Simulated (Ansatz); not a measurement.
## What a change of settings does to a run on Gd

The cell comes from COD entry 9010991, which wasn't checked; take it as a given geometry. The listed cell was then made from it by scaling, straining or moving an atom.

First run: DFT, PBE, all-electron LAPW, scalar-relativistic (Ansatz 0.2.0).

Command: `ansatz run input.yaml --threads 1 --pin off --max-ram 3072MiB --backend cpu --events-out ev --progress --plain --runs-dir out` The run took about 110 s on 1 thread of a shared machine.

```yaml
crystal:
  lattice:
    - [3.7304835253, 0.0, 0.0]
    - [-1.8652417626, 3.2306935013, 0.0]
    - [0.0, 0.0, 5.9328641456]
  atoms:
    - { symbol: Gd, position: [0.3333333333, 0.6666666667, 0.25], spin: 7.0 }
    - { symbol: Gd, position: [0.6666666667, 0.3333333333, 0.75], spin: 7.0 }
magnetization:
  spin_polarized: true
kpoints:
  mp_grid: { grid: [10, 10, 6] }
scf:
  occupations: { method: fermi_dirac, width: 0.05 }
hamiltonian:
  xc: pbe
  pseudopotentials: { kind: all_electron, lapw: { basis_error: 0.001 } }
output:
  forces: true
  stress: true
relax:
  f_tol: 0.005
  max_steps: 80
  cell: {}
```

Result: converged; relaxed volume 33.585 Å³/atom; moment 15.33 μB; 40 SCF iterations in all.

Where the f shell is localised, expect the real compound to differ from this run without U.

Spin–orbit coupling is left out, though it moves levels of the heavy atoms by tenths of an eV or more.

The input is then changed:

```diff
@@ -10,7 +10,8 @@
   spin_polarized: true
 kpoints:
-  mp_grid: { grid: [10, 10, 6] }
+  mp_grid: { grid: [12, 12, 8] }
 scf:
   occupations: { method: fermi_dirac, width: 0.05 }
+  algorithm: direct_min
 hamiltonian:
   xc: pbe
```

Q: Predict the outcome of the changed run.

A: It converged; energy at zero smearing 0.0 meV/atom from the first run; relaxed volume 33.591 Å³/atom; moment 15.33 μB; 31 SCF iterations in all.

The results part of its log:

```
basis re-selected at this cell: Δ(F+E_penalty+E_count) = -3.917e-6 eV, ΔP = +0.000 GPa vs the last step (what re-selecting the basis moved, after the strain that the cell walked since its last selection, with what the two solves' SCF thresholds leave and, on support functions, any second-order correction that the steps lacked; it is no measure of the basis error at this ecutwfc). This SCF's stress stands 3.74e-2 GPa from its target on what of the cell is left free (relax.cell.stress_tol is 5.00e-2 GPa) and its largest allowed force component is 1.11e-16 eV/Å (relax.f_tol is 5.00e-3 eV/Å): within both
SCF converged after 3 iterations
Magnetization: 15.3254 μB (35.6627 up, 20.3373 down)
Absolute magnetization: 15.3254 μB (∫|ρ↑−ρ↓|)
Spin contamination: 0.0181 ħ² per cell (⟨S²⟩ above its minimum at these occupations)
Per-site moments (μB) at R_I (Å): [(7.452208142466233, 1.741378582954041), (7.452208142466233, 1.741378582954041)]
Free energy (F): -613386.576333 eV
Harris-Foulkes:  -613386.576333 eV  (|F-HF|=2.33e-10)
Internal energy: -613386.548664 eV  (E = F + TS)
E sigma→0 (E₀):  -613386.562499 eV
Entropy (-TS):   -0.027670 eV (-13.835 meV/atom)
Fermi energy:    13.986160 eV
--- Per-component energies (eV) ---
  E_band       = -2534.825826
  E_kinetic    = 666746.101591
  E_xc         = -13609.479130
  E_electrostatic = -1266523.171125  (all electrons and nuclei)
  E_smearing   = -0.027670  (= −TS)
  E_closure    = 0.000000  (closes the sum)
  E_atoms      = -613358.357627  (free atoms, spherical and without spin; not in F)
  Σ components = -613386.576333   (vs F -613386.576333, Δ=0.00e0)
  Basis errors (estimates in eV, not in F): energy 2.4e-4 per atom: plane waves 2.0e-4 (1.1e-4 summed), levels above the bands 2.8e-38, relativity 2.4e-7, radial functions 3.3e-5, core shells 6.8e-7; eigenvalues (radial functions only) 5.6e-7; not estimated: angular momenta, meshes, grids; target (lapw.basis_error) 1.0e-3; muffin-tin radii Gd 1.741 Å
--- Forces (eV/Å), atoms counted from 1 ---
  atom   1  Gd     0.00000000    -0.00000000     0.00000000
  atom   2  Gd    -0.00000000     0.00000000    -0.00000000
  max |Σ_I F_I| component: 3.70e-17 eV/Å
--- Stress (GPa, compression-positive) ---
        0.037382      -0.000000       0.000000
       -0.000000       0.037382       0.000000
        0.000000       0.000000       0.036063
  P = ⅓ Tr σ = 0.0369 GPa (0.369 kbar)
--- Band table (eV; the first three rows and the last of 190) ---
  k-point 0 ↑: bands = ["-129.6102", "-129.6102", "-129.5934", "-129.5934", "-129.5934", "-129.5934", "-129.5900", "-129.5900", "-129.5900", "-129.5900", "-31.2901", "-31.2266", "-9.0574", "-8.4731", "-8.4731", "-8.3742", "-8.3742", "-8.3642", "8.9313", "9.1693", "9.1923", "9.1952", "9.2384", "9.2384", "9.2419", "9.2419", "9.2617", "9.2630", "9.2630", "9.2971", "9.2971", "9.3237", "9.3286", "11.5103", "14.9407", "15.3023", "15.3023", "15.4136", "15.9036", "15.9036", "16.5225", "16.5225"]
  k-point 1 ↑: bands = ["-129.6102", "-129.6102", "-129.5934", "-129.5934", "-129.5934", "-129.5934", "-129.5900", "-129.5900", "-129.5900", "-129.5900", "-31.2877", "-31.2290", "-9.0327", "-8.4693", "-8.4693", "-8.3925", "-8.3780", "-8.3780", "9.0327", "9.1698", "9.1890", "9.2048", "9.2257", "9.2257", "9.2543", "9.2543", "9.2581", "9.2581", "9.2603", "9.3034", "9.3034", "9.3239", "9.3284", "11.4705", "14.7775", "15.2444", "15.2444", "15.3142", "15.8196", "15.8196", "16.6965", "16.6965"]
  k-point 2 ↑: bands = ["-129.6102", "-129.6102", "-129.5934", "-129.5934", "-129.5934", "-129.5934", "-129.5900", "-129.5900", "-129.5900", "-129.5900", "-31.2809", "-31.2359", "-8.9617", "-8.4721", "-8.4587", "-8.4587", "-8.3888", "-8.3888", "9.1519", "9.1805", "9.2022", "9.2165", "9.2165", "9.2388", "9.2388", "9.2557", "9.2772", "9.2772", "9.3117", "9.3117", "9.3244", "9.3279", "9.3749", "11.3054", "14.4705", "15.0516", "15.1589", "15.1589", "15.6191", "15.6191", "17.1160", "17.1160"]
  k-point 94 ↓: bands = ["-123.6777", "-123.6777", "-123.6777", "-123.6777", "-123.6742", "-123.6742", "-123.6635", "-123.6635", "-123.6635", "-123.6635", "-28.0144", "-28.0144", "-6.5747", "-6.5747", "-6.3931", "-6.3931", "-6.0607", "-6.0607", "13.8201", "13.8201", "13.8694", "13.8694", "14.4005", "14.4005", "14.4200", "14.4200", "14.4333", "14.4333", "14.5187", "14.5187", "14.5978", "14.5978", "14.7745", "14.7745", "14.8420", "14.8420", "15.6162", "15.6162", "17.5408", "17.5408", "19.8012", "19.8012"]
--- Relaxed structure (3 steps of the walk, 3 accepted, 1 SCFs on fresh bases) ---
  F+E_penalty+E_count = -613386.57633330 eV   max|allowed force component| = 1.110e-16 eV/Å   (the final SCF, on the basis selected at the relaxed cell)
  cell:  # Å, volume = 67.1817 Å³
    - [3.64661964704705, -2.8218612716233963e-11, -1.269400335412304e-33]
    - [-1.823309823499087, 3.1580652522962973, 1.1343969577138614e-33]
    - [-2.0188213365072496e-33, 9.176460620487499e-34, 5.833635111168398]
  atoms:
    - { symbol: Gd, position: [0.3333333333333333, 0.6666666666666666, 0.24999999999999997] }
    - { symbol: Gd, position: [0.6666666666666665, 0.3333333333333333, 0.7499999999999999] }
```
